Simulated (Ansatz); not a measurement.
Input and output for Eu (dhcp type): DFT, LDA, all-electron LAPW, scalar-relativistic (Ansatz 0.2.0). This run: single point at the cell that PAW relaxed from the dhcp type at 22 GPa.

The cell comes from a relaxation on PAW files under the same functional, begun from a prototype that needn't be the stable phase.

Command: `ansatz run input.yaml --threads 2 --pin off --max-ram 7168MiB --backend cpu --events-out ev --progress --plain --runs-dir out` It took 51 s on 2 threads of AMD EPYC 9R45 96-Core Processor (Zen 5), on a shared host, peak memory 1.5 GiB.

```yaml
crystal:
  lattice:
    - [3.0950193634, 0.0, 0.0]
    - [-1.5475096817, 2.6803653939, 0.0]
    - [0.0, 0.0, 9.9745407355]
  atoms:
    - { symbol: Eu, position: [0.0, 0.0, 0.0], spin: 7.0 }
    - { symbol: Eu, position: [0.0, 0.0, 0.5], spin: 7.0 }
    - { symbol: Eu, position: [0.3333333333, 0.6666666667, 0.25], spin: 7.0 }
    - { symbol: Eu, position: [0.6666666667, 0.3333333333, 0.75], spin: 7.0 }
magnetization:
  spin_polarized: true
kpoints:
  mp_grid: { grid: [12, 12, 3] }
scf:
  occupations: { method: fermi_dirac, width: 0.1 }
hamiltonian:
  xc: lda
  pseudopotentials: { kind: all_electron, lapw: { basis_error: 0.0005 } }
output:
  forces: true
  stress: true
  eigenvalues: true
  populations: true
```

Output:

```
Eu: projections on atomic orbitals take those of the free atom 1s2 2s2 2p6 3s2 3p6 3d10 4s2 4p6 4d10 4f7 5s2 5p6 5d0 6s2, of charge +0.00 (hamiltonian.pseudopotentials.projection_atoms)
LAPW: plane waves up to 8.768 Å⁻¹, error target 5.0e-4 eV per atom; small_component_spin mean_spin; Eu in spheres of 1.534 Å, 35 of its electrons in bands, Dirac shells [] (how accurate: hamiltonian.pseudopotentials.lapw.basis_error, Limitations)
Engine: ansatz 0.2.0
Pseudopotentials: kind: all_electron
Pseudopotential: Eu, LAPW, valence charge 35, lapw/all_electron/scalar/gaussian/Eu, Koelling and Harmon's equation, gaussian nucleus
Functional definition: SPW92
  exchange = slater_x
  correlation = pw_c
Crystal: 4 atoms, lattice volume = 82.747 Å³
Basis set: ecut = 292.91480553306735 eV, 957 PW (Γ), exchange–correlation at level 2
Bands: 101, of which v1, the nominal top of the filled ones, is band 70 counted from 1 (69 counted from 0)
Symmetry: 24 space group operations
Space group: P63/mmc (ITA 194), of the structure as read, at distance tolerance 4.4e-5 Å
Magnetic group: BNS 194.263 (UNI 1493), of the structure as read, at distance tolerance 4.4e-5 Å
k-points: 38 of 432
Non-local potential: Eu, projectors of the file, none
Initial density: superposition of atomic densities (chi_scale 0.1, normalization cell)
Starting moments: Σ|m| = 28 μB on 4 of 4 sites
Initial wavefunctions: plane waves of lowest kinetic energy (no species holds an atomic orbital)
Functional: x = slater, c = lda
iter 1 solved again at ethr=2.96e-5 eV; its pass at ethr=1.00e-1 eV (dr2=4.14e-2 eV) is discarded
SCF iter   1: F=—  HF=-1179473.758971 eV  |F-HF|=—  |Δ(HF+E_count)|=         —  Δρ=5.52e-3 (↑5.52e-3 ↓3.57e-3)  dr2=4.18e-2  dr2_m=6.17e-3  M=28.245 μB ∫|m|=28.245 μB  β_m=0.30  ethr=2.96e-5  ⟨swp⟩=3.2  Hψ=49842  notcnv=0
Mixer restart at iter 1: flushing history
preconditioner: auto → Kerker (q_TF=auto, 2.978 Å⁻¹)  [metal: Δε(μ)=0.015 eV  Ē_g=12.233 eV  σ=0.100 eV  W_gap=0.04  n_scr=38 (ndim 8)  ℏωp=31.6 eV  f_vac=0.000  D(μ)=4.53/eV (n_scr^D=50)]
spin=Collinear: Kerker preconditioning applied to the charge; magnetization (m = ρ↑ − ρ↓) channel mixes plain (no charge-response kernel on spin).
SCF iter   2: F=—  HF=-1179477.057990 eV  |F-HF|=—  |Δ(HF+E_count)|=    3.30e0  Δρ=4.04e-3 (↑4.04e-3 ↓3.27e-3)  dr2=1.79e-2  dr2_m=6.14e-3  M=28.467 μB ∫|m|=28.467 μB  β_m=0.36  ethr=2.96e-5  ⟨swp⟩=3.0  Hψ=25530  notcnv=0
SCF iter   3: F=—  HF=-1179478.342091 eV  |F-HF|=—  |Δ(HF+E_count)|=    1.28e0  Δρ=2.82e-3 (↑2.82e-3 ↓2.12e-3)  dr2=8.50e-3  dr2_m=2.87e-3  M=28.529 μB ∫|m|=28.529 μB  β_m=0.51  ethr=1.28e-5  ⟨swp⟩=3.0  Hψ=25191  notcnv=0
SCF iter   4: F=—  HF=-1179479.460452 eV  |F-HF|=—  |Δ(HF+E_count)|=         —  Δρ=2.15e-3 (↑2.15e-3 ↓6.79e-4)  dr2=4.89e-3  dr2_m=7.59e-4  M=28.434 μB ∫|m|=28.434 μB  β_m=0.51  ethr=6.07e-6  ⟨swp⟩=3.0  Hψ=24932  notcnv=0
the basis was enlarged: its passes take 2.1 MiB over the memory plan, 2 of 2 planned eigensolver slots
SCF iter   5: F=—  HF=-1179479.582007 eV  |F-HF|=—  |Δ(HF+E_count)|=   1.22e-1  Δρ=2.01e-3 (↑2.01e-3 ↓7.22e-4)  dr2=4.21e-3  dr2_m=7.38e-4  M=28.412 μB ∫|m|=28.412 μB  β_m=0.75  ethr=3.49e-6  ⟨swp⟩=3.0  Hψ=24246  notcnv=0
SCF iter   6: F=—  HF=-1179479.839886 eV  |F-HF|=—  |Δ(HF+E_count)|=   2.58e-1  Δρ=1.97e-3 (↑1.97e-3 ↓8.66e-4)  dr2=5.67e-3  dr2_m=8.09e-4  M=28.275 μB ∫|m|=28.275 μB  β_m=0.61  ethr=3.01e-6  ⟨swp⟩=3.0  Hψ=24021  notcnv=0
SCF iter   7: F=—  HF=-1179479.977704 eV  |F-HF|=—  |Δ(HF+E_count)|=   1.38e-1  Δρ=1.08e-3 (↑1.08e-3 ↓4.93e-4)  dr2=1.53e-3  dr2_m=1.82e-4  M=28.179 μB ∫|m|=28.179 μB  β_m=0.41  ethr=3.01e-6  ⟨swp⟩=2.9  Hψ=23502  notcnv=0
SCF iter   8: F=—  HF=-1179480.067032 eV  |F-HF|=—  |Δ(HF+E_count)|=   8.93e-2  Δρ=3.88e-4 (↑3.88e-4 ↓3.44e-4)  dr2=2.07e-4  dr2_m=6.45e-5  M=28.089 μB ∫|m|=28.089 μB  β_m=0.53  ethr=1.10e-6  ⟨swp⟩=3.0  Hψ=23800  notcnv=0
SCF iter   9: F=—  HF=-1179480.073172 eV  |F-HF|=—  |Δ(HF+E_count)|=   6.14e-3  Δρ=1.87e-4 (↑1.87e-4 ↓1.82e-4)  dr2=8.08e-5  dr2_m=1.14e-5  M=28.034 μB ∫|m|=28.034 μB  β_m=0.76  ethr=1.48e-7  ⟨swp⟩=2.6  Hψ=23449  notcnv=0
SCF iter  10: F=—  HF=-1179480.074220 eV  |F-HF|=—  |Δ(HF+E_count)|=   1.05e-3  Δρ=5.86e-5 (↑5.86e-5 ↓4.74e-5)  dr2=1.12e-5  dr2_m=2.16e-7  M=28.011 μB ∫|m|=28.011 μB  β_m=0.88  ethr=5.77e-8  ⟨swp⟩=2.5  Hψ=23167  notcnv=0
iter 11 solved again at ethr=3.40e-10 eV; its pass at ethr=7.97e-9 eV (dr2=4.76e-7 eV) is discarded
SCF iter  11: F=—  HF=-1179480.074344 eV  |F-HF|=—  |Δ(HF+E_count)|=   1.24e-4  Δρ=1.34e-5 (↑1.30e-5 ↓1.34e-5)  dr2=4.76e-7  dr2_m=4.37e-8  M=28.000 μB ∫|m|=28.000 μB  β_m=0.94  ethr=3.40e-10  ⟨swp⟩=2.0  Hψ=37749  notcnv=0
[... lines left out ...]
Internal energy: -1179479.828490 eV  (E = F + TS)
E sigma→0 (E₀):  -1179479.951423 eV
Entropy (-TS):   -0.245867 eV (-61.467 meV/atom)
Fermi energy:    23.226582 eV
--- Per-component energies (eV) ---
  E_band       = -11573.237576
  E_kinetic    = 1278373.550842
  E_xc         = -25687.111026
  E_electrostatic = -2432166.268306  (all electrons and nuclei)
  E_smearing   = -0.245867  (= −TS)
  E_closure    = 0.000000  (closes the sum)
  E_atoms      = -1179440.850036  (free atoms, spherical and without spin; not in F)
  Σ components = -1179480.074357   (vs F -1179480.074357, Δ=0.00e0)
  Basis errors (estimates in eV, not in F): energy 4.8e-5 per atom: plane waves 1.8e-5 (9.0e-6 summed), levels above the bands 7.6e-35, relativity 1.0e-7, radial functions 3.1e-5, core shells 1.5e-10; eigenvalues (radial functions only) 1.1e-6; not estimated: angular momenta, meshes, grids; target (lapw.basis_error) 5.0e-4; muffin-tin radii Eu 1.534 Å
--- Forces (eV/Å), atoms counted from 1 ---
  atom   1  Eu     0.00000000     0.00000000     0.00000000
  atom   2  Eu    -0.00000000     0.00000000    -0.00000000
  atom   3  Eu     0.00000000     0.00000000     0.00000000
  atom   4  Eu    -0.00000000    -0.00000000    -0.00000000
  max |Σ_I F_I| component: 8.20e-31 eV/Å
--- Stress (GPa, compression-positive) ---
       22.263534       0.000000      -0.000000
        0.000000      22.263534       0.000000
       -0.000000       0.000000      22.248078
  P = ⅓ Tr σ = 22.2584 GPa (222.584 kbar)
--- Band table (eV; the first three rows and the last of 76) ---
  k-point 0 ↑: bands = ["-320.9506", "-320.9506", "-320.9352", "-320.9352", "-232.6146", "-232.6146", "-232.6064", "-232.6064", "-232.6064", "-232.6064", "-232.5964", "-232.5964", "-232.5964", "-232.5964", "-232.5918", "-232.5918", "-109.5813", "-109.5813", "-109.5781", "-109.5781", "-109.5781", "-109.5781", "-109.5732", "-109.5732", "-109.5732", "-109.5732", "-109.5685", "-109.5685", "-109.5685", "-109.5685", "-109.5657", "-109.5657", "-109.5597", "-109.5597", "-109.5597", "-109.5597", "-18.4518", "-18.1784", "-18.1653", "-17.8722", "1.2369", "2.7478", "2.7650", "4.1107", "4.1107", "4.3171", "4.3171", "4.3341", "4.3341", "4.5505", "4.5505", "4.6103", "18.9330", "20.4100", "20.7321", "20.7777", "21.9093", "21.9266", "22.1225", "22.1347", "22.2425", "22.2685", "22.3473", "22.3473", "22.3517", "22.3517", "22.4456", "22.4456", "22.4525", "22.4549", "22.4549", "22.5878", "22.5878", "22.5883", "22.5883", "22.6474", "22.8488", "22.8488", "22.8899", "22.8899", "22.9040", "22.9139", "22.9150", "22.9249", "24.9414", "24.9414", "25.0815", "25.0815", "25.2894", "25.3097", "25.5415", "25.9484", "25.9484", "26.1961", "26.1961", "28.3107", "28.3107", "28.4048", "29.3944", "29.3944", "30.7708"]
  k-point 1 ↑: bands = ["-320.9506", "-320.9506", "-320.9352", "-320.9352", "-232.6146", "-232.6146", "-232.6064", "-232.6064", "-232.6064", "-232.6064", "-232.5964", "-232.5964", "-232.5964", "-232.5964", "-232.5918", "-232.5918", "-109.5813", "-109.5813", "-109.5781", "-109.5781", "-109.5781", "-109.5781", "-109.5732", "-109.5732", "-109.5732", "-109.5732", "-109.5685", "-109.5685", "-109.5685", "-109.5685", "-109.5657", "-109.5657", "-109.5597", "-109.5597", "-109.5597", "-109.5597", "-18.4154", "-18.3142", "-18.0246", "-17.9136", "1.4279", "1.9676", "3.6250", "4.1389", "4.1389", "4.2167", "4.2167", "4.3317", "4.4370", "4.4370", "4.5198", "4.5198", "19.3121", "20.1873", "20.4930", "20.6852", "21.8981", "21.9243", "21.9947", "22.0840", "22.2841", "22.3306", "22.3611", "22.3611", "22.3651", "22.3651", "22.4084", "22.4084", "22.4135", "22.4135", "22.5667", "22.6359", "22.6547", "22.6547", "22.6632", "22.6632", "22.7978", "22.7978", "22.8247", "22.8247", "22.9054", "22.9092", "22.9197", "22.9235", "25.0889", "25.1110", "25.1110", "25.2456", "25.2456", "25.3655", "25.7217", "25.7217", "25.9147", "25.9147", "26.3975", "27.7691", "28.7104", "28.7104", "29.3005", "29.3005", "31.0030"]
  k-point 2 ↑: bands = ["-320.9506", "-320.9506", "-320.9352", "-320.9352", "-232.6146", "-232.6146", "-232.6064", "-232.6064", "-232.6064", "-232.6064", "-232.5964", "-232.5964", "-232.5964", "-232.5964", "-232.5918", "-232.5918", "-109.5813", "-109.5813", "-109.5781", "-109.5781", "-109.5781", "-109.5781", "-109.5732", "-109.5732", "-109.5732", "-109.5732", "-109.5685", "-109.5685", "-109.5685", "-109.5685", "-109.5657", "-109.5657", "-109.5597", "-109.5597", "-109.5597", "-109.5597", "-18.4214", "-18.1553", "-18.1423", "-17.8576", "1.3018", "2.7281", "2.7447", "3.9184", "4.0503", "4.1807", "4.1896", "4.2757", "4.2931", "4.3567", "4.5301", "4.5815", "19.2671", "20.6936", "21.0120", "21.0752", "21.8672", "21.8794", "22.0976", "22.1208", "22.1733", "22.2120", "22.3331", "22.3412", "22.3592", "22.3596", "22.4520", "22.4543", "22.4559", "22.4704", "22.5242", "22.5716", "22.5786", "22.6030", "22.6192", "22.6608", "22.8378", "22.8407", "22.8482", "22.8506", "22.8554", "22.8622", "22.8659", "22.8993", "24.5841", "24.8591", "24.9997", "25.0108", "25.2730", "25.3456", "25.3590", "26.1209", "26.2800", "26.4211", "26.5025", "27.3677", "27.8659", "28.2882", "29.6658", "29.9126", "30.6860"]
  k-point 37 ↓: bands = ["-315.7149", "-315.7149", "-315.6984", "-315.6984", "-227.4183", "-227.4183", "-227.4066", "-227.4066", "-227.4066", "-227.4066", "-227.3968", "-227.3968", "-227.3968", "-227.3968", "-227.3919", "-227.3919", "-104.4686", "-104.4686", "-104.4603", "-104.4603", "-104.4603", "-104.4603", "-104.4541", "-104.4541", "-104.4541", "-104.4541", "-104.4537", "-104.4537", "-104.4537", "-104.4537", "-104.4504", "-104.4504", "-104.4360", "-104.4360", "-104.4360", "-104.4360", "-14.8885", "-14.8876", "-14.8830", "-14.8830", "3.9956", "3.9956", "4.0169", "4.3378", "4.4858", "4.4858", "4.8942", "4.8942", "5.7364", "6.0148", "6.0148", "6.1650", "22.1022", "22.1022", "23.3995", "24.0161", "24.0161", "24.2826", "24.8757", "24.8757", "25.8766", "25.9250", "25.9250", "25.9893", "26.3363", "26.3363", "26.5338", "26.5439", "26.5677", "26.5677", "26.7285", "26.7285", "26.9146", "26.9146", "26.9192", "27.0347", "27.2339", "27.2339", "27.2953", "27.3058", "27.3124", "27.3124", "27.3551", "27.3551", "27.3869", "27.4312", "27.4312", "27.4376", "27.7416", "27.8715", "27.8715", "27.9128", "29.2500", "29.2500", "30.5056", "30.5056", "33.0087", "33.1063", "33.3874", "33.3874", "35.3677"]
--- Löwdin populations: 4 sites ---
  site symbol       q [e]    m [muB]
     0     Eu     62.9785     7.0164
     1     Eu     62.9785     7.0164
     2     Eu     62.9989     6.9779
     3     Eu     62.9989     6.9779
  spilling = 0.000179 (of n_electrons = 252.000000)
```

populations.tsv:

```
# site	symbol	l	j	q_up	q_dn
# orbitals = lowdin
# n_electrons = 252.000000
# spilling = 0.000179
# projection_atom_Eu: 1s2 2s2 2p6 3s2 3p6 3d10 4s2 4p6 4d10 4f7 5s2 5p6 5d0 6s2
0	Eu	0_1S	-	0.999999	0.999999
0	Eu	0_2S	-	0.999960	0.999954
0	Eu	0_3S	-	0.999490	0.999407
0	Eu	0_4S	-	0.994632	0.993808
0	Eu	0_5S	-	0.919560	0.912092
0	Eu	0_6S	-	0.211886	0.183833
0	Eu	1_2P	-	3.000000	3.000000
0	Eu	1_3P	-	2.999980	2.999983
0	Eu	1_4P	-	2.999195	2.999023
0	Eu	1_5P	-	2.897716	2.840135
0	Eu	2_3D	-	4.999993	4.999999
0	Eu	2_4D	-	4.999697	4.999785
0	Eu	2_5D	-	1.340955	1.005118
0	Eu	3_4F	-	6.634413	0.047936
1	Eu	0_1S	-	0.999999	0.999999
1	Eu	0_2S	-	0.999960	0.999954
1	Eu	0_3S	-	0.999490	0.999407
1	Eu	0_4S	-	0.994632	0.993808
1	Eu	0_5S	-	0.919560	0.912092
1	Eu	0_6S	-	0.211886	0.183833
1	Eu	1_2P	-	3.000000	3.000000
1	Eu	1_3P	-	2.999980	2.999983
1	Eu	1_4P	-	2.999195	2.999023
1	Eu	1_5P	-	2.897716	2.840135
1	Eu	2_3D	-	4.999993	4.999999
1	Eu	2_4D	-	4.999697	4.999785
1	Eu	2_5D	-	1.340955	1.005118
1	Eu	3_4F	-	6.634413	0.047936
2	Eu	0_1S	-	0.999999	0.999999
2	Eu	0_2S	-	0.999961	0.999955
2	Eu	0_3S	-	0.999501	0.999418
2	Eu	0_4S	-	0.994740	0.993918
2	Eu	0_5S	-	0.920847	0.913489
2	Eu	0_6S	-	0.213739	0.185255
2	Eu	1_2P	-	3.000000	3.000000
2	Eu	1_3P	-	2.999980	2.999982
2	Eu	1_4P	-	2.999202	2.999012
2	Eu	1_5P	-	2.898836	2.838193
2	Eu	2_3D	-	4.999993	4.999999
2	Eu	2_4D	-	4.999695	4.999784
2	Eu	2_5D	-	1.330130	1.036993
2	Eu	3_4F	-	6.631776	0.044524
3	Eu	0_1S	-	0.999999	0.999999
3	Eu	0_2S	-	0.999961	0.999955
3	Eu	0_3S	-	0.999501	0.999418
3	Eu	0_4S	-	0.994740	0.993918
3	Eu	0_5S	-	0.920847	0.913489
3	Eu	0_6S	-	0.213739	0.185255
3	Eu	1_2P	-	3.000000	3.000000
3	Eu	1_3P	-	2.999980	2.999982
3	Eu	1_4P	-	2.999202	2.999012
3	Eu	1_5P	-	2.898836	2.838193
3	Eu	2_3D	-	4.999993	4.999999
3	Eu	2_4D	-	4.999695	4.999784
3	Eu	2_5D	-	1.330130	1.036993
3	Eu	3_4F	-	6.631776	0.044524
```

The open f shell is treated without a Hubbard term, so these are results of the method, and the state needn't be the lowest. Spin–orbit coupling is left out, which matters for the heavy atoms.
